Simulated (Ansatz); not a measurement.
Elements on the sites of an ideal fcc lattice, at a guessed lattice constant:

```yaml
crystal:
  lattice:
    - [-5.69751, 3.79834, 1.89917]
    - [5.69751, 3.79834, -1.89917]
    - [-1.89917, -3.79834, -5.69751]
  atoms:
    - { symbol: Co, position: [0.10000, 0.70000, 0.80000] }
    - { symbol: Co, position: [0.20000, 0.40000, 0.60000] }
    - { symbol: Co, position: [0.60000, 0.20000, 0.80000] }
    - { symbol: Co, position: [0.70000, 0.90000, 0.60000] }
    - { symbol: Co, position: [0.35000, 0.45000, 0.30000] }
    - { symbol: Co, position: [0.95000, 0.65000, 0.10000] }
    - { symbol: Rh, position: [0.05000, 0.35000, 0.90000] }
    - { symbol: Rh, position: [0.55000, 0.85000, 0.90000] }
    - { symbol: Rh, position: [0.75000, 0.25000, 0.50000] }
    - { symbol: Rh, position: [0.80000, 0.60000, 0.40000] }
    - { symbol: Ag, position: [0.15000, 0.05000, 0.70000] }
    - { symbol: Ag, position: [0.90000, 0.30000, 0.20000] }
    - { symbol: Os, position: [0.25000, 0.75000, 0.50000] }
    - { symbol: Os, position: [0.30000, 0.10000, 0.40000] }
    - { symbol: Os, position: [0.40000, 0.80000, 0.20000] }
    - { symbol: Os, position: [0.00000, 0.00000, 0.00000] }
    - { symbol: Os, position: [0.85000, 0.95000, 0.30000] }
    - { symbol: Os, position: [0.50000, 0.50000, 0.00000] }
    - { symbol: Pt, position: [0.65000, 0.55000, 0.70000] }
    - { symbol: Pt, position: [0.45000, 0.15000, 0.10000] }
```

Cell and atoms were relaxed without symmetry on coarser meshes and computed once more. All numbers below come from Ansatz, DFT PBE, scalar-relativistic, plane waves, PAW.

Cutoff 420 eV; k points 4×5×5 on the computed 20-atom cell (Γ-centred); Gaussian smearing, width 0.10 eV; collinear spin from starting moments 1.7 1.67 1.7 1.59 1.33 1.32 0.17 0.2 0.22 0.17 0 0 0 0 0 0 0 0 0.14 0 μB.

The relaxation ran on 2×2×2 (shifted) k points with a smearing of 0.1 eV, from sites shaken by 0.02 Å.

What does the relaxation give?

A volume of 13.73 Å³/atom and no gap on the mesh. The atoms leave their sites by 0.08 Å (root mean square) and 0.13 Å at most, and the cell stretches by up to 1.0 % at fixed volume. One magnetic start was tried.

```
CELL_PARAMETERS angstrom
-5.64447 3.82280 1.90877
5.65019 3.83021 -1.90646
-1.88429 -3.82966 -5.72097
ATOMIC_POSITIONS crystal
Co 0.09626 0.69631 0.80820
Co 0.20483 0.41176 0.60800
Co 0.59659 0.19525 0.78673
Co 0.68870 0.89509 0.60006
Co 0.35553 0.45722 0.29778
Co 0.95599 0.66211 0.09879
Rh 0.05374 0.35626 0.89907
Rh 0.53836 0.84248 0.88786
Rh 0.75191 0.23813 0.50795
Rh 0.80031 0.60439 0.40111
Ag 0.14525 0.05013 0.69846
Ag 0.90587 0.31079 0.20118
Os 0.26865 0.76365 0.50057
Os 0.29258 0.09458 0.39165
Os 0.39522 0.79012 0.20535
Os 0.99317 0.99322 0.00855
Os 0.84172 0.93745 0.28666
Os 0.50978 0.51305 0.00963
Pt 0.64640 0.54507 0.69752
Pt 0.44298 0.15015 0.10052
```

The final mesh leaves forces up to 0.17 eV/Å and stresses up to 0.7 GPa: the relaxation ran on a coarser mesh, so the cell's shape, its bonds and its energy belong partly to that mesh.

The k mesh is coarse. Spin-orbit coupling is left out, which matters for the bands of heavy elements.

Cost: 2 runs of about 68 core-minutes in all (earlier runs that led there not counted), on Arm Neoverse V2 (shared hosts).